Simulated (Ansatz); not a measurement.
Data:

YGe2Ru2:
```cif
data_Ge4Ru4Y2
_chemical_formula_sum 'Y2 Ge4 Ru4'
_space_group_name_H-M_alt 'I4/mmm'
_space_group_IT_number 139
_space_group_name_Hall '-I 4 2'
_cell_length_a 4.24440
_cell_length_b 4.24440
_cell_length_c 9.79607
_cell_angle_alpha 90.000
_cell_angle_beta 90.000
_cell_angle_gamma 90.000
loop_
_atom_site_label
_atom_site_type_symbol
_atom_site_symmetry_multiplicity
_atom_site_Wyckoff_symbol
_atom_site_fract_x
_atom_site_fract_y
_atom_site_fract_z
_atom_site_occupancy
Y1 Y 2 a 0.00000 0.00000 0.00000 1
Ge1 Ge 4 e 0.00000 0.00000 0.36873 1
Ru1 Ru 4 d 0.00000 0.50000 0.25000 1
```
(The calculation used a cell of 5 atoms; values per cell refer to that cell.)

This is the r²SCAN-relaxed structure.

**Question.** All from r²SCAN (plane waves, PAW; program Ansatz), unless another level is named. Predict the electronic character.

**Answer.** metallic (no gap).

**Question.** Predict the density of states at the Fermi level.

**Answer.** 0.41 states/eV per atom (mean over ±0.08 eV).

**Question.** Give the formation energy from the elements (no fitted shifts).

**Answer.** -0.72 eV/atom.

The workflow started from a Materials Project entry (that database holds measured and hypothetical structures alike); the Crystallography Open Database files this formula in space group No. 139, but the cells were not matched. Whether it is the stable phase at ambient conditions was not checked. Symmetry was held in the r²SCAN relaxation; whether a distortion lowers the energy is not shown. No spin polarisation was allowed. The references are the lowest solids computed at this level, not always the standard phases. Spin–orbit coupling is left out wherever it is not named.

Potentials: the earlier of the program's two PAW sets.
